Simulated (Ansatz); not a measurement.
In plane-wave PAW r²SCAN+D4 (Ansatz code), Ge₂Sb₂Te₅ in the trigonal phase (R-3m; Pearson symbol hR9) relaxes to a = 4.241 Å, c = 52.584 Å. Te on 3a has 6 nearest neighbours from 2.99 Å (octahedral); Ge has 6 nearest neighbours from 2.97 Å (octahedral); Te on 6c has 6 nearest neighbours from 2.97 Å (octahedral); Sb has 6 nearest neighbours from 2.98 Å (octahedral). Its formation energy from the elements is -0.079 eV/atom, with no fitted shifts.

The Kohn–Sham gap is 0.47 eV (direct). The valence maximum lies at Γ and the conduction minimum at Γ. The hole mass is 0.070, 0.070, 0.47 mₑ (principal values).

The bulk modulus is 29.4 GPa. Bader charges are Te -0.46 to -0.35, Ge +0.44, Sb +0.60 e.

The start of the workflow was typed in or built on a structure type; neither database checked (COD, Materials Project) lists it. It is not the phase usual at ambient conditions (space group No. 164). Symmetry was held in the r²SCAN+D4 relaxation; whether a distortion lowers the energy is not shown. The references are the lowest solids computed at this level, not always the standard phases. Spin–orbit coupling is left out wherever it is not named.

Potentials: the earlier of the program's two PAW sets.
